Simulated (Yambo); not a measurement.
Material: Ca2Si (space group Fm-3m, No. 225); a = 5.0122 Å, b = 5.0122 Å, c = 5.0122 Å, α = 60.00°, β = 60.00°, γ = 60.00° (3 atoms in the cell). Cell and atoms were relaxed with PBEsol from Materials Project entry mp-1009733, within its symmetry.

With PBEsol (Quantum ESPRESSO, PseudoDojo norm-conserving, 68 Ry, no spin-orbit coupling), the gap between the mesh's edge points (X → X) is 0.466 eV.

Question: By how much does one-shot G0W0 (Yambo; 4×4×4 Γ-centred k mesh, bands 3 to 164 and a 8 Ry block in the screening, 164 bands in G with the Bruneval-Gonze terminator, plasmon pole fitted at 27.2 eV) open this gap, and what gap results?

Answer: The correction is 0.677 eV, giving 1.144 eV, 2.5 times the PBEsol value. Among the k points computed, the smallest G0W0 gap is 1.05 eV, L → X. Nearest settings tried, and what they do to the gap: 101 bands in G: -7 meV; 56 bands in W, 56 bands in G: -79 meV; 7 Ry block (181 vectors against 283): -22 meV; 2×2×2 mesh: -19 meV. So the settings aren't converged at that level. 

The structure is a Materials Project entry; no match was found in the copy of COD used, and its stability was not checked.
